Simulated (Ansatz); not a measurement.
**Harmonic thermodynamics of MoRu₅**

Method: DFT PBE, scalar-relativistic, plane waves, PAW (Ansatz 0.2.0). Plane waves to 420 eV; Γ-centred k mesh 18×18×4; Fermi-Dirac smearing of 0.15 eV. No spin polarisation. Phonons by linear response, acoustic sum rule imposed.

Equilibrium structure at this level:
```
Mo Ru
1.0
     2.73933    0.00000    0.00000
    -1.36966    2.37233    0.00000
     0.00000    0.00000   13.04662
Mo Ru
1 5
Cartesian
  0.0000 0.0000 6.5233
  0.0000 1.5816 0.0000
  0.0000 1.5816 4.2899
  0.0000 1.5816 8.7567
  0.0000 0.0000 10.9151
  0.0000 0.0000 2.1315
```

The cell was found from a structure generator's guess, not taken from experiment. In a metal, frequencies and elastic constants depend on the k mesh and the smearing, soft modes and shear constants most. The q mesh is coarse, so values between its points are rough.

Force constants from linear response on a 3×3×1 q mesh, interpolated to a fine mesh.

Phonon density of states, in bins of 5 cm⁻¹:
(bin centre (cm⁻¹), share of modes (%)): (2.5, 0.0), (7.5, 0.0), (12.5, 0.0), (17.5, 0.0), (22.5, 0.0), (27.5, 0.0), (32.5, 0.0), (37.5, 0.1), (42.5, 0.1), (47.5, 0.1), (52.5, 0.1), (57.5, 0.2), (62.5, 0.2), (67.5, 0.2), (72.5, 0.3), (77.5, 0.3), (82.5, 0.4), (87.5, 0.4), (92.5, 0.5), (97.5, 0.7), (102.5, 0.8), (107.5, 1.0), (112.5, 1.2), (117.5, 1.5), (122.5, 2.0), (127.5, 2.3), (132.5, 4.5), (137.5, 2.8), (142.5, 3.6), (147.5, 3.2), (152.5, 3.5), (157.5, 4.9), (162.5, 4.3), (167.5, 3.3), (172.5, 4.3), (177.5, 4.2), (182.5, 2.9), (187.5, 4.4), (192.5, 3.0), (197.5, 3.8), (202.5, 4.0), (207.5, 3.9), (212.5, 2.2), (217.5, 2.6), (222.5, 3.4), (227.5, 3.2), (232.5, 3.3), (237.5, 4.1), (242.5, 3.5), (247.5, 2.7), (252.5, 1.1), (257.5, 0.5), (262.5, 0.4), (267.5, 0.2)

Q: Give the zero-point energy per atom.

A: 33.3 meV.

Q: How large are the vibrational entropy and heat capacity at 300 K?

A: S = 3.65 k_B and C_V = 2.81 k_B per atom, 94 % of the Dulong–Petit value.

Q: Tabulate them against temperature.

A:
```tsv
T (K)	F_vib (meV/atom)	S (k_B/atom)	C_V (k_B/atom)
100	30.7	0.99	1.78
200	15.1	2.55	2.60
300	-11.9	3.65	2.81
400	-47.1	4.47	2.89
500	-88.5	5.12	2.93
600	-135.1	5.66	2.95
700	-185.9	6.12	2.96
800	-240.3	6.51	2.97
900	-298.0	6.86	2.98
1000	-358.5	7.18	2.98
```
